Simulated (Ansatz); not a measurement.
Ti3InC:
```yaml
crystal:
  lattice:
    - [4.23141, 0.00000, 0.00000]
    - [0.00000, 4.23141, 0.00000]
    - [0.00000, 0.00000, 4.23141]
  atoms:
    - { symbol: Ti, position: [0.50000, 0.50000, 0.00000] }
    - { symbol: Ti, position: [0.00000, 0.50000, 0.50000] }
    - { symbol: Ti, position: [0.50000, 0.00000, 0.50000] }
    - { symbol: In, position: [0.00000, 0.00000, 0.00000] }
    - { symbol: C, position: [0.50000, 0.50000, 0.50000] }
```

Relaxed with r²SCAN. Special points in fractions of this cell's reciprocal vectors: Γ (0.000, 0.000, 0.000); X (0.000, 0.500, 0.000); M (0.500, 0.500, 0.000); R (0.500, 0.500, 0.500).

### Question
List the band energies nearest the Fermi level at these points for DFT-r²SCAN in the program Ansatz with PAW potentials.

### Answer
In eV from the Fermi level; about four levels below and three above (degenerate sets whole), none deeper than 8.9 eV; points with the same levels are listed once.

| k | below | above |
|---|---|---|
| Γ | -1.58 -1.58 -1.41 -1.41 -1.41 | 1.48 1.48 1.48 |
| X | -1.74 -1.74 -1.12 -0.40 | 0.51 0.95 1.39 1.39 |
| M | -3.53 -2.61 -2.61 -1.77 | 0.17 0.17 0.33 0.33 |
| R | -5.44 -5.44 -5.44 -2.03 -2.03 -2.03 | 0.32 0.32 0.32 |

Space group Pm-3m (anti-perovskite). The first step of the workflow began from a Materials Project structure, measured or hypothetical; the Crystallography Open Database copy checked does not list it. Whether it is the stable phase at ambient conditions was not checked. Symmetry was held in the r²SCAN relaxation; its stability against distortions is not shown here. No spin polarisation was allowed. Scalar-relativistic: spin–orbit coupling is off unless named, which matters more the heavier the elements.

Potentials: the later of the program's two PAW sets.
